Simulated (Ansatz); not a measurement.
InPd:
```
CELL_PARAMETERS angstrom
      3.30538     0.00000     0.00000
      0.00000     3.30538     0.00000
      0.00000     0.00000     3.30538
ATOMIC_POSITIONS crystal
  In 0.00000 0.00000 0.00000
  Pd 0.50000 0.50000 0.50000
```

Relaxed with PBE. Special points in fractions of this cell's reciprocal vectors: Γ (0.000, 0.000, 0.000); X (0.000, 0.500, 0.000); M (0.500, 0.500, 0.000); R (0.500, 0.500, 0.500).

Q: List the band energies nearest the Fermi level at these points for PBE in the plane-wave PAW code Ansatz.

A: In eV from the Fermi level; about four levels below and three above (degenerate sets whole), none deeper than 8.9 eV; points with the same levels are listed once.

```json
[
 {"k": "Γ", "below": "-3.68 -3.68 -2.22 -2.22 -2.22", "above": "4.16 4.16 4.16"},
 {"k": "X", "below": "-3.15 -3.15 -2.28 -1.11", "above": "9.29 9.29 9.76"},
 {"k": "M", "below": "-2.61 -2.61 -2.21 -2.21 -1.67", "above": "1.30 2.37 9.24"},
 {"k": "R", "below": "-4.69 -4.69 -4.69 -1.63 -1.63 -0.21", "above": "3.75 3.75 3.75"}
]
```

Space group Pm-3m (CsCl type). The cell was relaxed with PBE under the symmetry of its start. The run is not spin-polarised. Scalar-relativistic: spin–orbit coupling is off unless named, which matters more the heavier the elements.

Potentials: the later of the program's two PAW sets.
